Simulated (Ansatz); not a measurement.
Data sheet: CdGaO3 (DFT)

CdGaO3:
```
CdGaO3
1.0
    3.44170     0.00000     0.00000
    0.00000     3.44170     0.00000
    0.00000     0.00000     5.07611
Ga Cd O
1 1 3
Direct
  0.50000   0.50000   0.62618
  0.00000   0.00000   0.14171
  0.00000   0.50000   0.46921
  0.50000   0.00000   0.46921
  0.50000   0.50000   0.98389
```

Space group P4mm (No. 99); conventional cell a = 3.4417 Å, b = 3.4417 Å, c = 5.0761 Å, α = 90.00°, β = 90.00°, γ = 90.00°.

Method: plane-wave PAW r²SCAN+D4 (Ansatz code). Structure relaxed to zero pressure with the same functional. Other levels are named where they apply.

**Cell and energy**

Volume per atom: 12.03 Å³
Density: 6.36 g/cm³
Formation energy from the elements (no fitted shifts): -115 kJ/mol of atoms

**Electronic structure**

- Electronic character = metallic (no gap)
- Density of states at the Fermi level = 0.49 states/eV per atom (mean over ±0.08 eV)
- Gap with spin–orbit coupling = none (metallic)

**Mechanics**

- Bulk modulus (Birch–Murnaghan fit) = 127 GPa
- Pressure derivative B′ = 4.6

**Charges**

- Bader charges = Ga +1.96, Cd +1.36, O -1.26 to -1.03 e

The start of the workflow was typed in or built on a structure type; neither database checked (COD, Materials Project) lists it. Its standing as an ambient phase is unchecked. The cell was relaxed with r²SCAN+D4 under the symmetry of its start; its stability against distortions is not shown here. With an odd number of electrons in the cell and no spin polarisation, the count alone makes it a metal. The references are the lowest solids computed at this level, not always the standard phases (solids in place of the gases). Spin–orbit coupling is left out wherever it is not named.

Potentials: the later of the program's two PAW sets.
